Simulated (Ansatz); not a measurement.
SnS in space group Pnma (No. 62; Sn on 4c, S on 4c), plane-wave PAW PBE+D3(BJ) (Ansatz code). The conduction-band minimum lies on the Y–Γ line, 36 % of the way from Y, with 2 equivalent valleys. Second derivatives d²E/dk² of the lowest band at one valley (eV·Å²), along Cartesian directions:

```tsv
direction	d²E/dk²
[100]	9.437
[010]	82.15
[001]	43.41
[110]	45.83
[101]	26.38
[011]	62.68
```

Q: Find the principal effective masses, the density-of-states mass and the conductivity mass.

A: Off-diagonal terms follow from H_xy = H[110] − (H_xx + H_yy)/2, and m*/mₑ = 7.620 eV·Å² over each eigenvalue: 0.093, 0.18, 0.81. One valley's DOS mass (m₁m₂m₃)^(1/3) = 0.24, conductivity mass 3/(Σ 1/mᵢ) = 0.17 mₑ.

Q: What effective density of states Nc follows at 300 K for parabolic valleys?

A: Nc = 2.509e19 × 2 × (0.24)^(3/2) ≈ 5.9e18 cm⁻³.

The PBE+D3(BJ) relaxation kept the symmetry of its start. Spin–orbit coupling is left out wherever it is not named.

Potentials: the earlier of the program's two PAW sets.

Edges and masses are those of Kohn–Sham bands, whose gap is no quasiparticle gap.
